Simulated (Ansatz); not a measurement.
SnO:
```xyz
2
Lattice="0.0000 2.6883 2.6883 2.6883 0.0000 2.6883 2.6883 2.6883 0.0000" Properties=species:S:1:pos:R:3 pbc="T T T"
O      1.3441     1.3441     1.3441
Sn     0.0000     0.0000     0.0000
```

Relaxed with PBEsol. Special points in fractions of this cell's reciprocal vectors: Γ (0.000, 0.000, 0.000); X (0.500, 0.000, 0.500); U (0.625, 0.250, 0.625); K (0.375, 0.375, 0.750); L (0.500, 0.500, 0.500); W (0.500, 0.250, 0.750).

### Question
List the band energies nearest the Fermi level at these points for plane-wave PAW PBEsol (Ansatz code).

### Answer
In eV from the Fermi level; about four levels below and three above (degenerate sets whole), none deeper than 8.9 eV; … stands for higher levels left out; points with the same levels are listed once.

| k | below | above |
|---|---|---|
| Γ | -6.35 -3.81 -3.81 -3.81 | … |
| X | -5.03 -5.03 -0.76 -0.12 | 5.24 … |
| U | -7.89 -5.71 -4.79 -0.33 | 0.66 3.37 … |
| L | -8.20 -4.25 -4.25 -2.44 | 1.60 … |
| W | -7.83 -5.44 -5.40 | 0.07 1.23 2.61 |

Space group F-43m (zinc blende). The start of the workflow was typed in or built on a structure type; neither database checked (COD, Materials Project) lists it. It is not the phase usual at ambient conditions (space group No. 129). The PBEsol relaxation kept the symmetry of its start. At this level the phase is mechanically unstable. The volume moved by 16 % from the start of the relaxation. Scalar-relativistic: spin–orbit coupling is off unless named, which matters more the heavier the elements.

Potentials: the later of the program's two PAW sets.
